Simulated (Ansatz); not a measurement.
The elements of this relaxed trial crystal are hidden behind letters.

```
lattice vectors (Å)
   4.1739    0.0000    0.0000
  -2.0869    3.6147    0.0000
   0.0000    0.0000   10.2287
fractional positions
X 0.3333 0.6667 0.6636
X 0.6667 0.3333 0.3364
Z 0.0000 0.0000 0.0000
Q 0.6667 0.3333 0.8261
Q 0.0000 0.0000 0.5000
Q 0.3333 0.6667 0.1739
```

Computed with DFT PBE, scalar-relativistic, plane waves, PAW in Ansatz. Cutoff 420 eV, Γ-centred 12×12×4 mesh (6-atom cell), Gaussian smearing of 0.01 eV, no spin polarisation.

- Space group: P-3m1 (No. 164)
- Conventional cell: a = 4.174 Å, c = 10.229 Å
- Volume per atom: 25.72 Å³
- Density: 5.82 g/cm³
- Energy over the elements: −0.455 eV/atom
- Gap on the 12×12×4 mesh of the 6-atom cell: 0.16 eV

Energies are uncorrected and count from the elements' standard states at the same level.

Q: X is a p-block element of period 5, Z is a p-block element of period 6 and Q is a p-block element of period 3. Which elements are they?

A: X = Sn, Z = Pb, Q = S, so the formula is Sn2PbS3. Density times volume gives a mean mass of 5.82 × 25.72/1.6605 = 90.1 u per atom, and this set has 90.1 u. Sn is surrounded by 6 S at 2.93 Å; Pb has 6 S at 3.00 Å; S on a site of symmetry 3m is surrounded by 3 Sn at 2.93 Å and 3 Pb at 3.00 Å; 1 more site not described. Other sets within the hints have nearly the same mass, so mass alone doesn't settle it; this one was computed.

Spin–orbit coupling, which can matter for Pb, is left out. Kohn–Sham gaps at this level usually fall short of measured ones. The missing spin–orbit coupling can work the other way here. A later test with randomly moved atoms ended 5 meV/atom lower, in P2_1 at a loose tolerance, which is no clear verdict on its stability.
